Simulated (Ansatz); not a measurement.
The slice is one period of a (0001) plane through atoms; its size isn't given.

Level of theory: PBE (plane waves to 420 eV, PAW, scalar-relativistic; Ansatz, an electronic-structure program). Near the nuclei the fields are pseudised (PAW); where an atom keeps semicore shells as valence, they peak there.

```
|@@@#-.   .-#@@|
|@@#+:     :+#@|
|##+-.     .-+#|
|=-:.       .:-|
|...         ..|
|.             |
|      ...     |
|   ..:-=-:..  |
|  ..-+###+-.. |
|  .-+#@@@#+-. |
|  .=#@@@@@#=. |
|  .=#@@@@@#=. |
|  .-#@@@@@#-. |
|   :+#@@@#+:  |
|   .-+###+-.  |
|    .:-=-:.   |
|     .....    |
|       .      |
|..           .|
|=-:..     ..:-|
|##+-..   ..-+#|
|@@#+-.   .-+#@|
|@@@#=.   .=#@@|
|@@@#=.   .=#@@|
```
Scale: ten equal steps from -1.10 (start of ' ') to 0.57 (end of '@'), in the order ' .:-=+*#%@'. Values: log₁₀ of the valence density in e/Å³. The map has 14 points along u (one character each, u = 0 at the left) and 24 along v (v = 0 in the bottom row). The scale is logarithmic, as a density can span decades between atoms and voids.

```
|xx@@-  .  -@@x|
|@@@*. .:. .*@@|
|@%*:  .:.  :*%|
|-:.  .:-:.  .:|
|    ..:::..   |
|::::..   ..:::|
|#*=:       :=*|
|%#=. .---. .=#|
|#+: :*%@%*: :+|
|+- .*@@@@@*. -|
|-. -%@xxx@%- .|
|:  =@@xxx@@=  |
|.  -@@xxx@@-  |
|:. .*@@@@@*. .|
|:.  :*%@%*:  .|
|-:.  .:-:.  .:|
|::..       ..:|
|  ..:::::::.. |
|    :=*#*=:   |
|--. .=#%#=. .-|
|@%*: :+#+: :*%|
|@@@*. -+- .*@@|
|xx@%- .-. -%@x|
|xx@@=  :  =@@x|
```
Scale: ten equal steps from 0.09 (start of ' ') to 0.86 (end of '@'), in the order ' .:-=+*#%@'. Values: electron localisation function (ELF). The map has 14 points along u (one character each, u = 0 at the left) and 24 along v (v = 0 in the bottom row). Points within 0.5 Å of a nucleus are blanked (x), as the pseudised field means little there.

Question: Which relaxed crystal do these maps come from?
(A) Hf (hcp, Mg type)
(B) Os (hcp, Mg type)
(C) Y (hcp, Mg type)
(D) Ti (hcp, Mg type)

Answer: C, Y (hcp, Mg type). Atoms on the slice: Y at (0.00, 0.00); Y at (0.50, 0.50)

All were relaxed with their symmetry unable to fall. Hf is run without spin polarisation. Os is run without spin polarisation. Spin-orbit coupling is left out. Ti is run without spin polarisation. Y is run without spin polarisation.
